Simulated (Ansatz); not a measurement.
**YbAs₄Rh₆ single point**

Input file of Ansatz 0.2.0:

```yaml
crystal:
  lattice:
    - [7.2918078, 0.0, 0.0]
    - [-3.6459039, 6.31489175, 0.0]
    - [0.0, 0.0, 3.79870198]
  atoms:
    - { symbol: Rh, position: [0.1996, 0.8004, 0.5] }
    - { symbol: Rh, position: [0.6008, 0.8004, 0.5] }
    - { symbol: Rh, position: [0.1996, 0.3992, 0.5] }
    - { symbol: As, position: [0.8119, 0.1881, 0.5] }
    - { symbol: As, position: [0.3762, 0.1881, 0.5] }
    - { symbol: As, position: [0.8119, 0.6238, 0.5] }
    - { symbol: As, position: [0.3333, 0.6667, 0.0] }
    - { symbol: Yb, position: [0.0, 0.0, 0.0] }
    - { symbol: Rh, position: [0.5345, 0.4655, 0.0] }
    - { symbol: Rh, position: [0.931, 0.4655, 0.0] }
    - { symbol: Rh, position: [0.5345, 0.069, 0.0] }
kpoints:
  mp_grid: { grid: [4, 4, 6], shift: [0, 0, 0] }
  band_path:
    path:
      - [0.0, 0.0, 0.0]
      - [0.5, 4.0e-08, 0.0]
      - [0.33333333, 0.33333337, 0.0]
      - [0.0, 0.0, 0.0]
      - [0.0, 0.0, 0.5]
      - [0.5, 4.0e-08, 0.5]
      - [0.33333333, 0.33333337, 0.5]
      - [0.0, 0.0, 0.5]
      - [0.5, 4.0e-08, 0.5]
      - [0.5, 4.0e-08, 0.0]
      - [0.33333333, 0.33333337, 0.5]
    npoints: 6
magnetization:
  spin_polarized: false
scf:
  occupations: { method: fermi_dirac, width: 0.0116 }
  lower_state_search: "off"
  max_iter: 200
hamiltonian:
  pseudopotentials: { kind: paw }
  xc: r2scan
  hubbard:
    projectors: all-electron-ortho-atomic
    sites: [{ species: Yb, l: f, u: 4.74, j: 0.46 }]
basis:
  ecutwfc: 500
  fft_grid_basis: typed
output:
  forces: true
  stress: true
  eigenvalues: true
  bader: true
  populations: true
  elf: true
  write_potential: true
  volumetric_format: npy
  dos:
    e_range: [-12, 8]
    de: 0.05
    projected: { site_lists: { As: [As], Rh: [Rh], Yb: [Yb] } }
checkpoint:
  read: saved_state
```

The saved state is an earlier solution for the same cell, perhaps on another mesh. 

Output (shortened):

```
Warning: crystal.lattice misses the space group found at crystal.symmetry.tolerance 1.0e-5 in a digit that the deck types, which is why this is a warning: making the lattice exact moves one of its numbers by a whole unit of that number's last typed decimal, or more. The operation that it misses by the most changes a squared length by the fraction 2.62e-7.
Rh: projections on atomic orbitals take those of the free atom [Ar 3d10] 4s2 4p6 4d8 5s1, of charge +0.00 (hamiltonian.pseudopotentials.projection_atoms); the dataset's partial waves leave at most 8.9e-6 of an orbital's norm unspanned inside its sphere
As: projections on atomic orbitals take those of the free atom [Ar] 3d10 4s2 4p3, of charge +0.00 (hamiltonian.pseudopotentials.projection_atoms); the dataset's partial waves leave at most 1.7e-6 of an orbital's norm unspanned inside its sphere
Yb: projections on atomic orbitals take those of the free atom [Kr 4d10] 4f14 5s2 5p6 5d0 6s2, of charge +0.00 (hamiltonian.pseudopotentials.projection_atoms); the dataset's partial waves leave at most 1.5e-4 of an orbital's norm unspanned inside its sphere
Pseudopotentials: kind: paw
Pseudopotential: Rh, paw, valence charge 17, recommended cutoff 500 eV (meta_gga), Rh.paw.azcp
Pseudopotential: As, paw, valence charge 15, recommended cutoff 500 eV (meta_gga), As.paw.azcp
Pseudopotential: Yb, paw, valence charge 24, recommended cutoff 500 eV (meta_gga), Yb.paw.azcp
Functional definition: r2SCAN
  exchange = r2scan_x(k0 = k0, k1 = k1, a1 = a1)
  correlation = r2scan_c
Crystal: 11 atoms, lattice volume = 174.919 Å³
Basis set: ecut = 500 eV, 4399 PW (Γ), exchange–correlation on 216×216×120 points (64 copies of the dense FFT grid, shifted against one another)
Bands: 112, of which v1, the nominal top of the filled ones, is band 93 counted from 1 (92 counted from 0)
Symmetry: 4 space group operations
Space group: Amm2 (ITA 38), of the structure as read, at distance tolerance 5.6e-5 Å
k-points: 28 of 96 (time reversal used)
Initial density: read from a saved state, or passed on in memory by an earlier SCF of this step, an earlier step, the calling program or the single point that the run made first
Functional: x = r2scan, c = r2scan; τ floored in thin density (d = 2e-4 eV/Å³)
SCF iter   1: F=-71763.3606 eV  Δρ=1.08e-2  dr2=2.24e-2  dr2_τ=1.25e-2
SCF iter   2: F=-71763.3722 eV  Δρ=5.68e-3  dr2=6.50e-3  dr2_τ=8.58e-3
SCF iter   3: F=-71763.3625 eV  Δρ=3.59e-3  dr2=1.00e-2  dr2_τ=2.10e-3
SCF iter   4: F=-71763.3792 eV  Δρ=9.95e-4  dr2=4.88e-4  dr2_τ=3.15e-4  defer=324
SCF iter   5: F=-71763.3797 eV  Δρ=3.12e-4  dr2=7.46e-5  dr2_τ=1.58e-5  defer=324
SCF iter   6: F=-71763.3800 eV  Δρ=1.12e-4  dr2=2.38e-5  dr2_τ=8.99e-7  defer=324
SCF iter   7: F=-71763.3800 eV  Δρ=6.61e-5  dr2=1.30e-5  dr2_τ=7.85e-7  defer=324
SCF iter   8: F=-71763.3800 eV  Δρ=3.55e-5  dr2=3.55e-6  dr2_τ=1.64e-7  defer=324
SCF iter   9: F=-71763.3800 eV  Δρ=1.07e-5  dr2=2.46e-7  dr2_τ=9.74e-9  defer=324
SCF iter  10: F=-71763.3800 eV  Δρ=8.29e-6  dr2=1.37e-7  dr2_τ=6.59e-9
SCF iter  11: F=-71763.3800 eV  Δρ=5.93e-6  dr2=9.93e-8  dr2_τ=8.73e-9
Free energy (F): -71763.3800 eV
Harris-Foulkes:  -71763.3800 eV  (|F-HF|=8.32e-8)
Internal energy: -71763.3758 eV  (E = F + TS)
E sigma→0 (E₀):  -71763.3779 eV
Entropy (-TS):   -0.0042 eV (-0.384 meV/atom)
Fermi energy:    18.2998 eV
--- Forces (eV/Å), atoms counted from 1 ---
  atom   1  Rh     0.0970    -0.0560     0.0000
  atom   2  Rh    -0.0981    -0.0568     0.0000
  atom   3  Rh     0.0001     0.1134     0.0000
  atom   4  As     0.1056    -0.0610     0.0000
  atom   5  As    -0.1055    -0.0600     0.0000
  atom   6  As    -0.0008     0.1213     0.0000
  atom   7  As     0.0034    -0.0020     0.0000
  atom   8  Yb    -0.0003     0.0002     0.0000
  atom   9  Rh     0.1557    -0.0899     0.0000
  atom  10  Rh    -0.1570    -0.0906     0.0000
  atom  11  Rh     0.0000     0.1813     0.0000
--- Stress (GPa, compression-positive) ---
       -4.6587      -0.0006       0.0000
       -0.0006      -4.6594       0.0000
        0.0000       0.0000      -3.8879
  P = ⅓ Tr σ = -4.4020 GPa (-44.020 kbar)
--- Löwdin populations: 11 sites ---
  site symbol       q [e]
     0     Rh     16.8704
     1     Rh     16.8705
     2     Rh     16.8705
     3     As     14.9689
     4     As     14.9689
     5     As     14.9689
     6     As     14.9693
     7     Yb     24.2032
     8     Rh     16.8266
     9     Rh     16.8266
    10     Rh     16.8266
  spilling = 0.0045 (of n_electrons = 186.0000)
--- Bader charges: 11 sites ---
  site symbol  charge [e]  shift [e]
     0     Rh     -0.2766     0.0009
     1     Rh     -0.2765     0.0009
     2     Rh     -0.2765     0.0009
     3     As     -0.1380     0.0008
     4     As     -0.1380     0.0008
     5     As     -0.1379     0.0008
     6     As      0.0999     0.0031
     7     Yb      1.3922     0.0000
     8     Rh     -0.0829     0.0009
     9     Rh     -0.0829     0.0009
    10     Rh     -0.0829     0.0009
```

Origin: a database entry at a rescaled volume. Caveats: no spin polarisation, so a magnetic state may lie lower.
